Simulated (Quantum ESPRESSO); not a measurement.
## Band energies of CaHBr

```xyz
6
Lattice="3.8223 0.0000 0.0000 0.0000 3.8223 0.0000 0.0000 0.0000 7.7737" Properties=species:S:1:pos:R:3 pbc="T T T"
H      1.9111     1.9111     0.0000
H      0.0000     0.0000     0.0000
Ca     0.0000     1.9111     1.2710
Ca     1.9111     0.0000     6.5027
Br     0.0000     1.9111     5.1984
Br     1.9111     0.0000     2.5752
```

norm-conserving PBEsol (Quantum ESPRESSO, 72 Ry, no spin-orbit coupling); path ΓXMΓZRAZ,XR,MA; energies in eV from the valence-band maximum.

```
k (1/Å)  point  band 14  band 15  band 16  band 17  band 18  band 19  band 20  band 21
-------  -----  -------  -------  -------  -------  -------  -------  -------  -------
0.00         Γ    -1.40    -1.30    -0.90    -0.90    -0.32     3.89     4.45     5.23
0.41              -1.37    -1.31    -0.97    -0.52    -0.34     4.15     4.46     4.91
0.82         X    -2.33    -1.15    -1.15    -0.33    -0.33     4.32     4.32     5.28
1.23              -2.10    -1.94    -1.94    -0.75    -0.75     4.36     4.36     5.84
1.64         M    -2.29    -1.77    -1.77    -1.17    -1.17     3.84     3.84     6.78
2.03              -2.40    -2.03    -1.48    -0.93    -0.77     4.32     4.42     5.66
2.42              -2.02    -1.37    -1.13    -0.50    -0.42     4.34     4.73     4.85
2.81         Γ    -1.40    -1.30    -0.90    -0.90    -0.32     3.89     4.45     5.23
3.21         Z    -1.41    -0.88    -0.88    -0.31     0.00     3.75     4.27     5.22
3.54              -1.77    -1.36    -0.93    -0.34    -0.18     4.33     4.65     4.99
4.03         R    -1.63    -1.15    -1.15    -0.98    -0.98     4.76     4.76     5.47
4.36              -1.86    -1.62    -1.62    -0.94    -0.94     5.08     5.08     5.20
4.69              -2.37    -1.79    -1.79    -1.06    -1.06     4.81     4.81     5.64
4.85         A    -2.35    -1.83    -1.83    -1.10    -1.10     4.78     4.78     5.61
5.00              -2.32    -1.80    -1.80    -1.07    -1.06     4.73     4.86     5.62
5.29              -2.06    -1.77    -1.66    -0.78    -0.77     4.54     5.20     5.63
5.58              -1.68    -1.58    -1.52    -0.38    -0.31     4.57     4.82     5.35
5.87              -1.43    -1.02    -1.02    -0.27    -0.03     3.90     4.46     5.00
6.02         Z    -1.41    -0.88    -0.88    -0.31     0.00     3.75     4.27     5.22
6.02         X    -2.33    -1.15    -1.15    -0.33    -0.33     4.32     4.32     5.28
6.42         R    -1.63    -1.15    -1.15    -0.98    -0.98     4.76     4.76     5.47
6.42         M    -2.29    -1.77    -1.77    -1.17    -1.17     3.84     3.84     6.78
6.82         A    -2.35    -1.83    -1.83    -1.10    -1.10     4.78     4.78     5.61
```

The PBEsol gap is direct, 3.75 eV at Z.

Spin-orbit splittings are left out.

Geometry relaxed with PBE+D3(BJ).
